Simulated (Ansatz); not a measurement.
Pt (sc type), DFT, LDA, all-electron LAPW, scalar-relativistic (Ansatz 0.2.0), on 1 thread of Arm Neoverse V1 (shared host).

Command: `ansatz run input.yaml --threads 1 --pin off --max-ram 2048MiB --backend cpu --events-out ev --progress --plain --runs-dir out`

```yaml
crystal:
  lattice:
    - [2.5265876392, 0.0, 0.0]
    - [0.0, 2.5265876392, 0.0]
    - [0.0, 0.0, 2.5265876392]
  atoms:
    - { symbol: Pt, position: [0.0, 0.0, 0.0] }
kpoints:
  mp_grid: { grid: [17, 17, 17] }
scf:
  occupations: { method: fermi_dirac, width: 0.1 }
hamiltonian:
  xc: lda
  pseudopotentials: { kind: all_electron, lapw: { basis_error: 0.001 } }
output:
  forces: true
  stress: true
  eigenvalues: true
  populations: true
```

Question: How large is the problem that the program sets up?

Answer: 165 irreducible k-points, 251 plane waves at Γ, 29 bands.

Question: About how long does it take?

Answer: 27 s of wall time for 6 SCF iterations. Times on shared machines scatter by tens of per cent.
